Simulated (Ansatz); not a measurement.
Density of states of PbS (Fm-3m, a = 5.936 Å, b = 5.936 Å, c = 5.936 Å, α = 90.00°, β = 90.00°, γ = 90.00°), in states per eV and primitive cell, averaged over bins of 0.4 eV. The calculation used Ansatz 0.2.0, DFT PBE+D3(BJ), scalar-relativistic, plane waves, PAW.

Cutoff 420 eV; k points 10×10×10 on the computed 2-atom cell (Γ-centred); Gaussian smearing, width 0.02 eV; no spin polarisation.

The cell is relaxed at this level. The states (both spins) are summed by tetrahedra on a 15×15×15 mesh at the self-consistent density. Energies are bin centres; the table starts no lower than −8 eV and ends at 6 eV, or lower where the solved bands end.

The gap is 0.36 eV at this level, with the zero inside it.

```
E − E_F (eV) total S 3p Pb 6p Pb 6s S 3s
       -7.85   1.16  0.17   0.02   0.84  0.13
       -7.45   0.49  0.06   0.00   0.34  0.09
       -7.05   0.18  0.02   0.00   0.11  0.04
       -6.65   0.09  0.01   0.00   0.05  0.02
       -6.25   0.02  0.00   0.00   0.01  0.00
       -5.85   0.00  0.00   0.00   0.00  0.00
       -5.45   0.02  0.01   0.01   0.00  0.00
       -5.05   0.32  0.17   0.14   0.01  0.00
       -4.65   0.61  0.34   0.24   0.01  0.00
       -4.25   0.89  0.54   0.32   0.02  0.01
       -3.85   1.25  0.80   0.39   0.03  0.01
       -3.45   1.83  1.26   0.50   0.04  0.02
       -3.05   1.88  1.37   0.43   0.04  0.02
       -2.65   2.00  1.55   0.35   0.06  0.02
       -2.25   2.09  1.73   0.25   0.07  0.02
       -1.85   1.07  0.81   0.13   0.10  0.01
       -1.45   1.44  1.04   0.15   0.21  0.01
       -1.05   1.24  0.87   0.12   0.22  0.01
       -0.65   0.34  0.23   0.03   0.07  0.01
       -0.25   0.02  0.01   0.00   0.00  0.00
        0.15   0.00  0.00   0.00   0.00  0.00
        0.55   0.13  0.01   0.08   0.00  0.02
        0.95   0.41  0.04   0.28   0.01  0.06
        1.35   0.86  0.09   0.60   0.02  0.11
        1.75   1.13  0.12   0.83   0.02  0.11
        2.15   1.38  0.14   1.09   0.02  0.07
        2.55   1.38  0.19   1.06   0.01  0.04
        2.95   1.34  0.23   0.98   0.01  0.03
        3.35   1.47  0.30   0.99   0.01  0.02
        3.75   2.15  0.44   1.25   0.01  0.01
        4.15   2.81  0.66   1.55   0.01  0.01
        4.55   1.28  0.37   0.77   0.00  0.00
        4.95   0.61  0.20   0.35   0.00  0.00
        5.35   0.50  0.10   0.23   0.00  0.00
        5.75   0.63  0.06   0.17   0.00  0.00
```

The columns after the total are the Löwdin projections on the occupied valence shells of the potentials. The rest of the total lies in shells that are empty in the free atom, which aren't projected, and between the atoms.

Spin-orbit coupling is left out, which matters for the bands of heavy elements.

Cost: 1 run of about 0.18 core-minutes, on Arm Neoverse V2 (shared hosts).